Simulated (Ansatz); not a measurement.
**SiC: computed DOS**

```cif
data_structure
_symmetry_space_group_name_H-M 'P 1'
_symmetry_Int_Tables_number 1
_cell_length_a 3.0969
_cell_length_b 3.0969
_cell_length_c 3.0969
_cell_angle_alpha 60.000
_cell_angle_beta 60.000
_cell_angle_gamma 60.000
_cell_volume 21.00
loop_
_atom_site_label
_atom_site_type_symbol
_atom_site_fract_x
_atom_site_fract_y
_atom_site_fract_z
_atom_site_occupancy
Si1 Si 0.00000 0.00000 0.00000 1
C1 C 0.25000 0.25000 0.25000 1
```

The runs use the primitive cell with vectors (0.000, 2.190, 2.190), (2.190, 0.000, 2.190), (2.190, 2.190, 0.000) Å, to which the k mesh refers.

The cell was built from the zincblende type and relaxed in the same program, and has space group F-43m; it needn't be a known or the stable phase.

All numbers below come from Ansatz 0.2.0, DFT, PBE, all-electron LAPW, scalar-relativistic.

The runs use a Γ-centred 16×16×16 k mesh, Fermi–Dirac smearing of 0.08 eV, basis error target 0.5 meV/atom, no spin polarisation.

Question: Which of the resolved shells contributes most in the top eV of the valence band?

Answer: C 2p, with 83 % of all states there; Si 3p follows with 13 %.

Question: Tabulate the density of states.

Answer: States per eV and cell, averaged over 0.4 eV, from -12.6 to 6.8 eV, with energies (bin centres) from the valence-band top; empty bins are left out. The partial columns, the largest 4 alone, are projections on Löwdin-orthogonalised atomic shells (those that the program's projection atoms carry: the occupied ones and, for some elements, an empty d or f shell; other empty shells have no column), summed over atoms of an element. Weights on diffuse s and p shells depend on that basis and aren't pure angular character.
```csv
E (eV),total,C 2p,Si 3p,C 2s,Si 3s
-12.5,0.40,0.03,0.11,0.16,0.09
-12.1,0.48,0.04,0.13,0.20,0.10
-11.7,0.64,0.04,0.18,0.29,0.12
-11.3,0.63,0.04,0.19,0.30,0.10
-10.9,0.60,0.03,0.19,0.31,0.07
-10.5,0.66,0.02,0.23,0.37,0.04
-10.1,0.16,0.00,0.06,0.10,0.00
-8.5,0.01,0.00,0.00,0.00,0.00
-8.1,0.18,0.09,0.05,0.01,0.03
-7.7,0.37,0.18,0.10,0.01,0.08
-7.3,0.97,0.48,0.16,0.04,0.28
-6.9,0.99,0.48,0.15,0.07,0.28
-6.5,0.50,0.23,0.10,0.06,0.10
-6.1,0.37,0.18,0.07,0.06,0.06
-5.7,0.30,0.14,0.06,0.05,0.04
-5.3,0.48,0.25,0.14,0.04,0.04
-4.9,0.73,0.40,0.23,0.05,0.05
-4.5,0.69,0.38,0.21,0.04,0.05
-4.1,0.73,0.41,0.22,0.04,0.05
-3.7,0.81,0.47,0.25,0.04,0.05
-3.3,0.98,0.59,0.31,0.03,0.04
-2.9,1.14,0.71,0.35,0.03,0.04
-2.5,1.10,0.72,0.32,0.02,0.03
-2.1,1.07,0.73,0.29,0.02,0.02
-1.7,1.06,0.75,0.26,0.01,0.02
-1.3,1.06,0.79,0.23,0.01,0.01
-0.9,0.77,0.61,0.14,0.01,0.01
-0.5,0.48,0.40,0.06,0.00,0.00
-0.1,0.20,0.17,0.02,0.00,0.00
1.5,0.01,0.00,0.01,0.00,0.00
1.9,0.07,0.00,0.03,0.02,0.00
2.3,0.11,0.01,0.05,0.03,0.00
2.7,0.17,0.02,0.08,0.04,0.00
3.1,0.23,0.03,0.10,0.04,0.01
3.5,0.29,0.04,0.13,0.05,0.01
3.9,0.36,0.06,0.16,0.05,0.02
4.3,0.46,0.09,0.20,0.05,0.03
4.7,0.67,0.15,0.26,0.05,0.05
5.1,0.95,0.24,0.35,0.05,0.08
5.5,0.95,0.16,0.32,0.12,0.15
5.9,0.68,0.10,0.22,0.08,0.13
6.3,0.60,0.08,0.19,0.09,0.12
6.7,0.36,0.07,0.07,0.03,0.08
```
